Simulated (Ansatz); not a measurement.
**Au, first-principles data**

Au:
```cif
data_Au8
_chemical_formula_sum 'Au8'
_space_group_name_H-M_alt 'Fd-3m :1'
_space_group_IT_number 227
_space_group_name_Hall 'F 4d 2 3 -1d'
_cell_length_a 6.02700
_cell_length_b 6.02700
_cell_length_c 6.02700
_cell_angle_alpha 90.000
_cell_angle_beta 90.000
_cell_angle_gamma 90.000
loop_
_atom_site_label
_atom_site_type_symbol
_atom_site_symmetry_multiplicity
_atom_site_Wyckoff_symbol
_atom_site_fract_x
_atom_site_fract_y
_atom_site_fract_z
_atom_site_occupancy
Au1 Au 8 b 0.50000 0.50000 0.50000 1
```
(The calculation used a cell of 2 atoms; values per cell refer to that cell.)

Space group Fd-3m (No. 227), diamond; conventional cell a = b = c = 6.027 Å, α = β = γ = 90.00°.

Method: DFT-PBEsol in the program Ansatz with PAW potentials. The cell and atoms are relaxed at this level. Other levels are named where they apply.

**Cell and energy**

```json
{
 "volume_per_atom": "27.37 Å³",
 "density": "11.95 g/cm³"
}
```

**Electronic structure**

```json
{
 "electronic_character": "metallic (no gap)",
 "Density of states at the Fermi level": "0.42 states/eV per atom (mean over ±0.08 eV)",
 "Gap with spin–orbit coupling": "none (metallic)"
}
```

**Mechanics**

```json
{
 "Bulk modulus (Birch–Murnaghan fit)": "68.2 GPa",
 "Pressure derivative B′": "5.7",
 "Elastic constants (relaxed ions, GPa)": "C11 = 59.8, C12 = 72.7, C44 = -10.1",
 "mechanical_stability": "unstable (C has a negative eigenvalue)"
}
```

**Phonons**

```json
{
  "highest_zone_centre_frequency": "131 cm⁻¹",
  "zone_centre_stability": "no imaginary mode at Γ"
}
```

The start of the workflow was typed in or built on a structure type; neither database checked (COD, Materials Project) lists it. It is not the phase usual at ambient conditions (space group No. 225). Symmetry was held in the PBEsol relaxation. As this level gives no gap, shear constants depend on the k-mesh and smearing (Fermi–Dirac, 0.1 eV here). As this level gives no gap, phonon frequencies hold no LO–TO term and depend on the k-mesh and smearing (Fermi–Dirac, 0.1 eV here). Scalar-relativistic: spin–orbit coupling is off unless named, which matters more the heavier the elements.

Potentials: the later of the program's two PAW sets.
